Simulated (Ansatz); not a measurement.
YF₂:
```cif
data_F4Y2
_chemical_formula_sum 'Y2 F4'
_space_group_name_H-M_alt 'P63/mmc'
_space_group_IT_number 194
_space_group_name_Hall '-P 6c 2c'
_cell_length_a 3.34570
_cell_length_b 3.34570
_cell_length_c 8.78283
_cell_angle_alpha 90.000
_cell_angle_beta 90.000
_cell_angle_gamma 120.000
loop_
_atom_site_label
_atom_site_type_symbol
_atom_site_symmetry_multiplicity
_atom_site_Wyckoff_symbol
_atom_site_fract_x
_atom_site_fract_y
_atom_site_fract_z
_atom_site_occupancy
Y1 Y 2 b 0.00000 0.00000 0.25000 1
F1 F 4 f 0.33333 0.66667 0.10763 1
```

Relaxed at zero pressure with LDA in the plane-wave PAW code Ansatz.

Problem. The volume is raised by 3 % and shape and atoms relax at that volume. What pressure results, and how do the axes share the change?

Solution. -0.9 GPa; a 0.1 %, b 0.1 %, c 2.8 %; the energy rises by 1 meV/atom.

Problem. Give the new structure.

Solution. 
Space group P6₃/mmc (No. 194); a = 3.3484 Å, b = 3.3484 Å, c = 9.0315 Å, α = 90.00°, β = 90.00°, γ = 120.00°

```csv
atom,site,symmetry,x,y,z
Y,2b,-6m2,0.0000,0.0000,0.2500
F,4f,3m.,0.3333,0.6667,0.1109
```

The phase is kept; no other phase was compared at this pressure.

Space group P6_3/mmc. The start of the workflow was typed in or built on a structure type; neither database checked (COD, Materials Project) lists it. Its standing as an ambient phase is unchecked. Symmetry was held in the LDA relaxation. At this level the phase is dynamically unstable (imaginary phonons). No spin polarisation was allowed. A crystal of weakly bound layers computed without a dispersion correction: the cell and the soft elastic constants depend strongly on that.

Potentials: the earlier of the program's two PAW sets. The files were generated under PBE; for other functionals the program regenerates the frozen cores, and for LDA and PBEsol the local potential too.
